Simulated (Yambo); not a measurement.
A G0W0@LDA run in Yambo for MgO (rock salt, space group Fm-3m, No. 225) (6×6×6 Γ-centred k mesh, bands 2 to 71 and a 14 Ry block in the screening, 71 bands in G with the Bruneval-Gonze terminator, plasmon pole fitted at 27.2 eV) gives these matrix elements, in eV, at the band edges (Γ → Γ):

| state | E0 | <Vxc> | <Σx> | <Σc(E0)> | Z |
|---|---|---|---|---|---|
| valence edge | 0.000 | -19.996 | -25.588 | 3.662 | 0.804 |
| conduction edge | 5.065 | -14.304 | -9.293 | -3.525 | 0.850 |

Task: Solve the linearised quasiparticle equation for both states, give the gap, and say how exchange and correlation each act on it.

Result: E = E0 + Z(Σx + Σc − Vxc). Valence: 0.000 + 0.804 × (-25.588 + (3.662) − (-19.996)) = -1.55 eV. Conduction: 5.065 + 0.850 × (-9.293 + (-3.525) − (-14.304)) = 6.33 eV. The gap is 7.88 eV, against 5.07 eV in LDA. Replacing Vxc by bare exchange alone would open it by 10.60 eV; correlation takes back 7.19 eV of that, and Z scales what is left. Nearest settings tried, and what they do to the gap: 54 bands in W, 54 bands in G: +5 meV; 11 Ry block (89 vectors against 137): -78 meV; 8×8×8 mesh: -7 meV. So the settings aren't converged at that level. 

Geometry relaxed with LDA; primitive cell a = 2.941 Å, b = 2.941 Å, c = 2.941 Å, α = 60.00°, β = 60.00°, γ = 60.00°.
